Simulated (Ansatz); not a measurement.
Two states of BaCoSbF

```xyz
8
Lattice="4.3852 0.0000 0.0000 0.0000 4.3852 0.0000 0.0000 0.0000 9.3274" Properties=species:S:1:pos:R:3 pbc="T T T"
Ba    1.0963    1.0963    3.3453
Ba    3.2889    3.2889    5.9821
Co    1.0963    3.2889    0.0000
Co    3.2889    1.0963    0.0000
Sb    1.0963    1.0963    7.6005
Sb    3.2889    3.2889    1.7269
F     1.0963    3.2889    4.6637
F     3.2889    1.0963    4.6637
```

Single point in Ansatz 0.2.0 with PBEsol, with U_eff = 3.74 eV on Co d (all-electron-ortho-atomic projectors). Cutoff 420 eV, PAW datasets, 4×4×2 Γ-centred k mesh, fermi-dirac filling (width 0.0122 eV).

State A: Co3 along (0.79, 0.62, 0.04), Co4 along (0.79, 0.62, -0.04) (spinors with spin-orbit coupling). State B: Co3 along (0.00, 0.00, 1.00), Co4 along (0.00, 0.00, 1.00) (spinors with spin-orbit coupling).

Q: Compare the two self-consistent states.

A: They are level within 1 meV an atom.

| state | free energy (meV/atom) | largest moment in a small sphere (μB) | net moment (μB/cell) | gap on mesh (eV) | pressure (GPa) | largest force (eV/Å) |
| --- | --- | --- | --- | --- | --- | --- |
| A | 0.7 | 1.92 | 4.37 | metal | -0.5 | 1.63 |
| B | 0.0 | 1.91 | 4.31 | metal | -0.5 | 1.64 |

Origin: a known structure type with other elements, at an estimated volume, so it need not be a known compound. Caveats: another magnetic order, which this cell may not hold, can open a gap; the k mesh is coarse if the cell is a metal; atoms or cell far from equilibrium; the SCF threshold is loose for a stress; the state breaks the symmetry of the cell.
